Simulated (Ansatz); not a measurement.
Data:

BP:
```yaml
crystal:
  lattice:
    - [0.00000, 2.24536, 2.24536]
    - [2.24536, 0.00000, 2.24536]
    - [2.24536, 2.24536, 0.00000]
  atoms:
    - { symbol: B, position: [0.00000, 0.00000, 0.00000] }
    - { symbol: P, position: [0.75000, 0.75000, 0.75000] }
```

This is the LDA-relaxed structure.

Problem. All from plane-wave PAW LDA (Ansatz code), unless another level is named. Estimate the bulk modulus (Birch–Murnaghan fit).

Solution. 176 GPa.

Problem. And the elastic constants (relaxed ions, GPa)?

Solution. C11 = 358, C12 = 84.3, C44 = 194.

Space group F-43m (zinc blende). The cell was relaxed with LDA under the symmetry of its start; phonons on a q-mesh show no instability.

Potentials: the earlier of the program's two PAW sets.
